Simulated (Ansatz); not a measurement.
## Computed properties of VCu3Se4

VCu3Se4:
```yaml
crystal:
  lattice:
    - [5.58162, 0.00000, 0.00000]
    - [0.00000, 5.58162, 0.00000]
    - [0.00000, 0.00000, 5.58162]
  atoms:
    - { symbol: V, position: [0.00000, 0.00000, 0.00000] }
    - { symbol: Cu, position: [0.00000, 0.50000, 0.00000] }
    - { symbol: Cu, position: [0.50000, 0.00000, 0.00000] }
    - { symbol: Cu, position: [0.00000, 0.00000, 0.50000] }
    - { symbol: Se, position: [0.24279, 0.24279, 0.24279] }
    - { symbol: Se, position: [0.24279, 0.75721, 0.75721] }
    - { symbol: Se, position: [0.75721, 0.75721, 0.24279] }
    - { symbol: Se, position: [0.75721, 0.24279, 0.75721] }
```

Space group P-43m (No. 215); conventional cell a = b = c = 5.582 Å, α = β = γ = 90.00°.

Method: the program Ansatz at the r²SCAN level (PAW). Structure relaxed to zero pressure with the same functional. Other levels are named where they apply.

**Cell and energy**

```json
{
  "volume_per_atom": "21.74 Å³",
  "density": "5.32 g/cm³",
  "Formation energy from the elements (no fitted shifts)": "-0.58 eV/atom"
}
```

**Electronic structure**

```json
{
  "band_gap": "0.99 eV (indirect)",
  "valence_band_maximum": "at R",
  "conduction_band_minimum": "at X (3 equivalent valleys)",
  "smallest_direct_gap_on_the_standard_path": "1.34 eV",
  "electron_effective_mass": "1.3, 1.3, 3.1 mₑ (principal values)",
  "Electron effective mass with spin–orbit coupling": "1.3, 1.3, 3.1 mₑ (principal values)",
  "HSE06 gap on the r²SCAN cell": "1.73 eV",
  "Gap with spin–orbit coupling": "0.97 eV"
}
```

**Mechanics**

```json
{
 "Bulk modulus (Birch–Murnaghan fit)": "39.7 GPa",
 "Pressure derivative B′": "4.4"
}
```

**Charges**

```json
{
  "bader_charges": "V +1.36, Cu +0.39, Se -0.63 e"
}
```

The workflow started from a Materials Project entry (that database holds measured and hypothetical structures alike); the Crystallography Open Database copy checked does not list it. Whether it is the stable phase at ambient conditions was not checked. Symmetry was held in the r²SCAN relaxation; its stability against distortions is not shown here. No spin polarisation was allowed. The references are the lowest solids computed at this level, not always the standard phases. Scalar-relativistic: spin–orbit coupling is off unless named, which matters more the heavier the elements.

Potentials: the later of the program's two PAW sets.
